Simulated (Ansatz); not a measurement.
Given:

SnC (wurtzite, P6_3mc), a = 3.5915 Å, b = 3.5915 Å, c = 5.8798 Å, α = 90.00°, β = 90.00°, γ = 120.00°.

This is the PBE-relaxed structure.

Question: All from the program Ansatz at the PBE level (PAW), unless another level is named. Give the gap with spin–orbit coupling.

Answer: 0.78 eV.

Question: What about the electron effective mass?

Answer: 0.073, 0.085, 0.085 mₑ (principal values).

Question: What about the weight of the conduction-edge state by species (Voronoi cells)?

Answer: C 57 %, Sn 43 %.

Question: Next, the valence-band maximum?

Answer: at Γ.

The start of the workflow was typed in or built on a structure type; neither database checked (COD, Materials Project) lists it. Its standing as an ambient phase is unchecked. Symmetry was held in the PBE relaxation; whether a distortion lowers the energy is not shown. Its formation energy is positive at this level, so the cell may be metastable or incomplete. Scalar-relativistic: spin–orbit coupling is off unless named, which matters more the heavier the elements.

Potentials: the earlier of the program's two PAW sets.
